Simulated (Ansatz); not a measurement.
An Ansatz (an electronic-structure program) input:

Ansatz 0.2 input:
```yaml
crystal:
  lattice:
    - [4.2469319792, 0.0, 0.0]
    - [-2.1234659896, 3.6779509821, 0.0]
    - [0.0, 0.0, 6.9275481161]
  atoms:
    - { symbol: Ca, position: [0.0, 0.0, 0.0] }
    - { symbol: Cd, position: [0.3333333333, 0.6666666667, 0.6382838098] }
    - { symbol: Cd, position: [0.6666666667, 0.3333333333, 0.3617161902] }
    - { symbol: P, position: [0.6666666667, 0.3333333333, 0.7612513795] }
    - { symbol: P, position: [0.3333333333, 0.6666666667, 0.2387486205] }
kpoints:
  mp_grid: { grid: [5, 5, 3] }
hamiltonian:
  xc: hse06
  pseudopotentials: { kind: paw }
scf:
  n_extra_bands: 6
  occupations: { method: fixed }
output:
  eigenvalues: true
  eigenstates:
    e_range: [-9.0, 9.3]
    kpoints:
      - [0.0, 0.0, 0.0]  # VBM
      - [0.0, 0.0, 0.0]  # CBM
      - [0.0, 0.0, 0.0]  # GAMMA
      - [0.0, 0.0, 0.5]  # A
      - [0.3333333333, 0.3333333333, 0.0]  # K
      - [0.3333333333, 0.3333333333, 0.5]  # H
      - [0.5, 0.0, 0.0]  # M
      - [0.5, 0.0, 0.5]  # L
```

**Question.** How many symmetry operations and irreducible k-points will the run report?

**Answer.** 12 operations, 12 of 75 k-points.

**Question.** With a cutoff of 420 eV, how many plane waves at Γ?

**Answer.** 2093.

It took very roughly 5 core-minutes on shared server cores.

The points marked VBM and CBM come from a semilocal run.

Space group P-3m1. The workflow started from a Materials Project entry (that database holds measured and hypothetical structures alike); the Crystallography Open Database files this formula in space group No. 164, but the cells were not matched. Whether it is the stable phase at ambient conditions was not checked. The cell was relaxed with PBEsol under the symmetry of its start; its stability against distortions is not shown here.

Potentials: the later of the program's two PAW sets.

Ansatz is a plane-wave DFT program.
